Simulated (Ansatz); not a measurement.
Start of a relaxation, C put above a Ta atom that lies 2.0 Å under the outermost one (Ta, Fm-3m (No. 225), (1 0 0) face):

```
CELL_PARAMETERS angstrom
2.95259 0.00000 0.00000
0.00000 2.95259 0.00000
0.00000 0.00000 25.26339
ATOMIC_POSITIONS crystal
Ta 0.50000 0.50000 0.33646
Ta 0.00000 0.00000 0.41910
Ta 0.50000 0.50000 0.50656
Ta 0.00000 0.00000 0.58586
C 0.50000 0.50000 0.63811
```

Method: Ansatz, DFT PBEsol, scalar-relativistic, plane waves, PAW. Plane waves to 420 eV, a k mesh through Γ of 10×10×1 on the computed 5-atom cell and Gaussian smearing (0.10 eV); no spin polarisation. The cell repeats along c with a dipole correction in the vacuum.

Atoms 1, 2 (counted from 1) are held. The cell is fixed. Force threshold 0.03 eV/Å.

| step | E − E_final (eV) | largest force (eV/Å) |
| --- | --- | --- |
| 1 | 3.569 | 4.663 |
| 2 | 1.827 | 4.739 |
| 3 | 0.599 | 2.789 |
| 4 | 0.134 | 1.078 |
| 5 | 0.033 | 0.740 |
| 6 | 0.007 | 0.207 |
| 7 | 0.000 | 0.066 |
| 8 | 0.000 | 0.010 |

Question: What is the final structure?

Answer:
```yaml
crystal:
  lattice:
    - [2.95259, 0.00000, 0.00000]
    - [0.00000, 2.95259, 0.00000]
    - [0.00000, 0.00000, 25.26339]
  atoms:
    - { symbol: Ta, position: [0.50000, 0.50000, 0.33646] }
    - { symbol: Ta, position: [0.00000, 0.00000, 0.41910] }
    - { symbol: Ta, position: [0.50000, 0.50000, 0.50908] }
    - { symbol: Ta, position: [0.00000, 0.00000, 0.59332] }
    - { symbol: C, position: [0.50000, 0.50000, 0.60370] }
```

The end is the local minimum or symmetric point that this start leads to. The slab is only 6.3 Å thick, so the energy isn't converged with thickness.

Spin–orbit coupling is left out, which can shift energies with elements as heavy as these.

The reference crystal is the fcc form of Ta, which isn't its usual structure.

Cost: 1 run of about 0.94 core-minutes, on Intel Xeon 6975P-C (Granite Rapids) (shared hosts).